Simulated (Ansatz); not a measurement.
Q: Name crystals whose computed values (HSE06 (plane waves, PAW; program Ansatz)) fall in these windows: gap (eV) 0.31 to 0.43; B₀ by P(V) fit (GPa) 48 to 66.

A: 

| crystal | gap (eV) | B₀ by P(V) fit (GPa) |
|---|---|---|
| HgS, zinc blende | 0.37 | 59.4 |
| InAs, wurtzite | 0.40 | 57.7 |
| InAs, zinc blende | 0.36 | 58.3 |
Others may fit too.

Not the usual ambient phase: InAs, wurtzite. All cells were relaxed under the symmetry of their starts (and spin orders); stability against distortions was not tested throughout. Spin–orbit coupling is left out wherever it is not named.

Potentials: the later of the program's two PAW sets.
